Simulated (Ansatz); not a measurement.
**MnSe (Fm-3m), an elastic constant from a strain scan**

Level of theory: DFT r2SCAN, scalar-relativistic, plane waves, PAW in Ansatz. The runs took a 500 eV cutoff, a Γ-centred 16×16×16 mesh and Gaussian smearing (0.15 eV). Collinear spins, started from moments 5.0, 0.2 μB in atom order; the magnetic state may not be the lowest. Energies are free energies at this smearing, counted from the undisturbed cell; pressure is positive in compression.

Zero of the scan (as given, not relaxed at this level; it stands at 0.8 GPa):

```
Mn Se
1.0
     0.00000    2.72400    2.72400
     2.72400    0.00000    2.72400
     2.72400    2.72400    0.00000
Mn Se
1 1
Direct
  0.00000 0.00000 0.00000
  0.50000 0.50000 0.50000
```

The cell is strained by ε times the Voigt pattern (0, 0, 0, 1, 0, 0) (xx, yy, zz, yz, xz, xy; engineering shear) with fractional coordinates fixed. The cell holds 2 atoms in V0 = 40.43 Å³. The stress column is τ = (1/V0) dE/dε, got from the stress tensor σ (compression positive) at each point as −det(1 + εP) σ : P(1 + εP)⁻¹, with P the pattern as a tensor.

| ε | ΔE (meV/atom) | τ (GPa) |
| --- | --- | --- |
| -0.0400 | ? | ? |
| -0.0200 | 0.984 | -0.781 |
| 0.0000 | 0.000 | 0.000 |
| 0.0100 | 0.245 | 0.390 |
| 0.0300 | 2.215 | 1.172 |

Task: Which combination of elastic constants does this scan measure, and how large is it?

Result: For small ε, τ = τ0 + Kε with K = pᵀCp, which for this pattern is C44 in the cubic axes. The parabola through τ at ε = -0.0200, 0 and 0.0100 has slope K = 39 GPa at zero. The energies per cell, E = NΔE, of the same two points give K = 2[E(ε₊)/ε₊ − E(ε₋)/ε₋]/[(ε₊ − ε₋)V0] = 39 GPa, in agreement.

Task: Predict the withheld row at ε = -0.0400 from the harmonic law, and compare.

Result: ΔE = V0(τ0 ε + Kε²/2)/N = 3.938 meV/atom and τ = -1.56 GPa. The calculation gives 3.943 meV/atom and -1.57 GPa, a miss of 0.01 meV/atom at most, so the harmonic law still holds here.

In a metal these slopes depend on the k mesh and the smearing.